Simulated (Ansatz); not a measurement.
MgAl2C2 in space group P-3m1 (No. 164; Mg on 1a, Al on 2d, C on 2d) under volume change, r²SCAN in the plane-wave PAW code Ansatz, shape and atoms relaxed at each volume.

| V (Å³/atom) | E − E(relaxed) (meV/atom) | P (GPa) |
|---|---|---|
| 10.371 | 47.1 | 15.88 |
| 10.713 | 19.8 | 9.79 |
| 11.055 | (withheld) | (withheld) |
| 11.397 | 0.0 | 0.00 |
| 11.739 | 4.3 | -3.90 |
| 12.081 | 16.3 | -7.25 |
| 12.422 | (withheld) | (withheld) |

Question: Complete the blanks.

Answer: 
- 11.055, E − E(relaxed) (meV/atom): 4.7
- 11.055, P (GPa): 4.53
- 12.422, E − E(relaxed) (meV/atom): 34.9
- 12.422, P (GPa): -10.14

Question: What does a third-order Birch–Murnaghan fit give for V₀, B₀ and B′?

Answer: V₀ = 11.40 Å³/atom, B₀ = 140 GPa, B′ = 4.0.

The workflow started from a Materials Project entry (that database holds measured and hypothetical structures alike); the Crystallography Open Database copy checked does not list it. Whether it is the stable phase at ambient conditions was not checked. The r²SCAN relaxation kept the symmetry of its start; whether a distortion lowers the energy is not shown.

Potentials: the later of the program's two PAW sets.
